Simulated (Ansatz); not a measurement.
A distorted cell of Sn (beta-Sn type, space group I4_1/amd):

```xyz
2
Lattice="-2.9735 2.9735 1.6061 2.9735 -2.9735 1.6061 2.9735 2.9735 -1.6061" Properties=species:S:1:pos:R:3 pbc="T T T"
Sn     0.0000     2.9735     0.8030
Sn     0.2300    -0.4600     0.0000
```

Computed with PBE (plane waves to 420 eV, PAW, scalar-relativistic; Ansatz, a first-principles code). k mesh 13×13×13 (Γ-centred), Fermi-Dirac smearing 0.05 eV. Energies are smeared free energies. Stress and pressure are positive under compression. With partly filled bands, energies and forces of such displacements shift with the k mesh and the smearing. Sn was relaxed with its symmetry unable to fall. The PAW data are Ansatz's earlier set.

### Question
Predict the force on every atom, in eV/Å.

### Answer
| atom | Fx | Fy | Fz |
|---|---|---|---|
| Sn1 | 0.553 | -2.161 | 0.506 |
| Sn2 | -0.553 | 2.161 | -0.506 |

### Question
Give the stress tensor in GPa and the pressure.

### Answer
```
    0.8      1.0     -0.9
    1.0     11.9     -3.9
   -0.9     -3.9      2.7
```
The pressure, a third of the trace, is 5.1 GPa.

### Question
In it atom 2 sits (0.230, -0.460, 0.000) Å away from its relaxed site. What is its energy relative to the relaxed cell?

### Answer
490 meV/cell.

(For displaced atoms, the force is minus the slope of the energy, and its curvature is a force constant, which sets phonon frequencies.)
